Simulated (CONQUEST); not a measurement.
Input and output of a relaxation of the atoms for WSe2 (P1, 12 atoms in the cell; from Materials Project mp-1821, changed as shown) (CONQUEST).

All values come from this method and carry its errors: PBE, numerical atomic orbitals double-zeta with polarisation (the shipped basis), PseudoDojo norm-conserving potentials made for PBE in CONQUEST.

The change in words: atoms moved at random; AtomMove.TypeOfRun: static → cg; AtomMove.NumSteps: default → 40; AtomMove.MaxForceTol: default → 1.94e-03 Ha/bohr; AtomMove.ReuseDM: default → true. Reference geometry (P6_3/mmc):
```
WSe2
1.0
    3.37803     0.00000     0.00000
    0.00000     5.85092     0.00000
    0.00000     0.00000    13.97759
W Se
4 8
Cartesian
  1.68901   0.97515  10.48319
  0.00000   1.95030   3.49440
  0.00000   3.90061  10.48319
  1.68901   4.87576   3.49440
  0.00000   1.95030  12.17448
  1.68901   0.97515   1.80311
  1.68901   0.97515   5.18569
  0.00000   1.95030   8.79190
  1.68901   4.87576  12.17448
  0.00000   3.90061   1.80311
  0.00000   3.90061   5.18569
  1.68901   4.87576   8.79190
```

Reference input (self-consistent single point, DFT, PBE, numerical atomic orbitals double-zeta with polarisation (the shipped basis), PseudoDojo norm-conserving potentials made for PBE): basis = DZP; Diag.MPMeshX, Y, Z = 5 3 2; potentials = PseudoDojo norm-conserving PBE; Grid.GridCutoff = 140 Ha; DM.SolutionMethod = diagon; Diag.kT = 0.000367 Ha; Diag.GammaCentred = true; minE.SCTolerance = 1.0e-06; SC.MaxIters = 100; SC.LinearMixingFactor = 0.3; AtomMove.TypeOfRun = static. This run's input differs from it in these lines:

```diff
@@ -26,3 +26,6 @@
 SC.LinearMixingFactor          0.3
-AtomMove.TypeOfRun             static
+AtomMove.TypeOfRun             cg
+AtomMove.NumSteps              40
+AtomMove.MaxForceTol           1.94e-03
+AtomMove.ReuseDM               T
 # file: coords.dat
@@ -32,14 +35,14 @@
 12
-    0.500000000     0.166667000     0.750000000  1 T T T
-    0.000000000     0.333333000     0.250000000  1 T T T
-    0.000000000     0.666667000     0.750000000  1 T T T
-    0.500000000     0.833333000     0.250000000  1 T T T
-    0.000000000     0.333333000     0.871000000  2 T T T
-    0.500000000     0.166667000     0.129000000  2 T T T
-    0.500000000     0.166667000     0.371000000  2 T T T
-    0.000000000     0.333333000     0.629000000  2 T T T
-    0.500000000     0.833333000     0.871000000  2 T T T
-    0.000000000     0.666667000     0.129000000  2 T T T
-    0.000000000     0.666667000     0.371000000  2 T T T
-    0.500000000     0.833333000     0.629000000  2 T T T
+    0.499606000     0.168242000     0.748648000  1 T T T
+    0.000560000     0.340704000     0.249943000  1 T T T
+    0.993680000     0.670549000     0.750247000  1 T T T
+    0.504015000     0.827826000     0.252050000  1 T T T
+    0.999930000     0.329353000     0.869706000  2 T T T
+    0.503247000     0.169817000     0.128269000  2 T T T
+    0.500280000     0.167474000     0.371101000  2 T T T
+    0.996986000     0.331642000     0.629369000  2 T T T
+    0.493558000     0.834463000     0.871562000  2 T T T
+    0.999966000     0.661327000     0.129971000  2 T T T
+    0.007334000     0.664480000     0.371156000  2 T T T
+    0.500839000     0.834124000     0.627977000  2 T T T
```

Output, abridged:

```
      PulayMixSC: Starting Pulay mixing, A_up =  0.300 A_dn =  0.300
      PulayMixSC: Spin non-polarised calculation.
          Harris-Foulkes Energy            :     -1273.389849229555693 Ha
      PulayMixSC: Pulay iteration     1 residual:              0.73225E-03
          Harris-Foulkes Energy            :     -1273.375182220100669 Ha
      PulayMixSC: Pulay iteration     2 residual:              0.43821E-03
          Harris-Foulkes Energy            :     -1273.373316213496992 Ha
      PulayMixSC: Pulay iteration     3 residual:              0.32589E-03
          Harris-Foulkes Energy            :     -1273.368028890220785 Ha
   [... lines left out ...]
          Harris-Foulkes Energy            :     -1273.367275665210855 Ha
      PulayMixSC: Pulay iteration    11 residual:              0.19656E-05
          Harris-Foulkes Energy            :     -1273.367275635308488 Ha
      PulayMixSC: Pulay iteration    12 residual:              0.12897E-05
          Harris-Foulkes Energy            :     -1273.367275712699211 Ha
      PulayMixSC: Pulay iteration    13 residual:              0.10661E-05
          Harris-Foulkes Energy            :     -1273.367275493340003 Ha
      PulayMixSC: Pulay iteration    14 residual:              0.50371E-06
      PulayMixSC: Reached SCF tolerance of  0.50371E-06 after     14 iterations
      | Number of electrons      =       184.000123
      |* Harris-Foulkes energy   =     -1273.367275493340003 Ha
      |* DFT total energy        =     -1273.367275223446086 Ha

      force: Forces on atoms (Ha/a0)
      force:  Atom   X              Y              Z
      force:     1  -0.0020335985  -0.0071453208   0.0052569373
      force:     2   0.0017719855  -0.0214429860   0.0019573076
      force:     3   0.0046683194  -0.0066641953  -0.0022022802
      force:     4  -0.0008598110   0.0126018059  -0.0133911680
      force:     5  -0.0007672696   0.0064222017   0.0001741850
      force:     6  -0.0012329614  -0.0057948201   0.0105660820
      force:     7   0.0006243446   0.0005031558  -0.0040721016
   [... lines left out ...]
      force: Maximum force :        0.02144299(Ha/a0) on atom         2 in y direction
      force: Total stress:          1.91110805     2.04497546     0.46202659 GPa
      force: Average pressure:     -1.47270337 GPa
          Harris-Foulkes Energy            :     -1273.368234051460149 Ha
          Harris-Foulkes Energy            :     -1273.368235429631341 Ha
          Harris-Foulkes Energy            :     -1273.368228761260070 Ha
          Harris-Foulkes Energy            :     -1273.368225630510096 Ha
          Harris-Foulkes Energy            :     -1273.368223682743519 Ha
          Harris-Foulkes Energy            :     -1273.368223621165271 Ha
          Harris-Foulkes Energy            :     -1273.368223549073264 Ha
   [... lines left out ...]
           12    3.1717    9.2141   16.6116        2

    GeomOpt - Iter:    3 MaxF:   0.00066970 Ha/a0 E:   -1273.37029137 Ha dE:    -0.00006554 Ha

    Force Residual:              0.00052019 Ha/a0
    Maximum force:               0.00066970 Ha/a0
    Force tolerance:             0.00194000 Ha/a0
    Energy change:              -0.00006554 Ha

    GeomOpt converged in    3 iterations
    cg_run: maximum force below threshold:      0.00067 Ha/a0
```

The run converged. CONQUEST prints the stress tensor with tension positive. 

Summary of the result:
```
Item                                   Result
-----------------------------  --------------
Free energy E − TS             -34650.1708 eV
Pressure                            -1.30 GPa
Largest force (vector length)      0.039 eV/Å
Relaxation steps                            3
```

Spin-orbit coupling is left out, which matters for bands and gaps with elements this heavy. The program uses no crystal symmetry, so grid and mesh can part values that symmetry would make equal. The atom-centred basis is finite, which shifts total energies, pressures and forces against plane waves. The structure comes from a collection of computed structures, made at another level of theory; the collection holds predicted forms beside known ones. Its lattice was then scaled.

Cost on one core: around 13 core-minutes (rough).
